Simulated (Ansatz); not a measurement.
InP:
```yaml
crystal:
  lattice:
    - [0.00000, 2.97945, 2.97945]
    - [2.97945, 0.00000, 2.97945]
    - [2.97945, 2.97945, 0.00000]
  atoms:
    - { symbol: P, position: [0.75000, 0.75000, 0.75000] }
    - { symbol: In, position: [0.00000, 0.00000, 0.00000] }
```

Relaxed with PBE. Special points in fractions of this cell's reciprocal vectors: Γ (0.000, 0.000, 0.000); X (0.500, 0.000, 0.500); U (0.625, 0.250, 0.625); K (0.375, 0.375, 0.750); L (0.500, 0.500, 0.500); W (0.500, 0.250, 0.750).

Question: List the band energies nearest the valence-band maximum at these points for DFT-PBE with spin–orbit coupling in the program Ansatz with PAW potentials.

Answer: In eV from the valence-band maximum; about four levels below and three above (degenerate sets whole), none deeper than 8.9 eV; points with the same levels are listed once.

```tsv
k	below	above
Γ	0.00 0.00 0.00 0.00	0.42 0.42 3.75 3.75
X	-2.24 -2.24 -2.15 -2.15	1.82 1.82 2.24 2.24
U	-3.15 -3.06 -1.84 -1.83	2.35 2.35 4.25
L	-0.99 -0.99 -0.88 -0.88	1.35 1.35 4.68 4.68
W	-2.85 -2.78 -2.72 -2.66	4.13 4.16 4.25
```

Space group F-43m (zinc blende). The PBE relaxation kept the symmetry of its start; of distortions, only those at the zone centre were tested.

Potentials: the later of the program's two PAW sets.
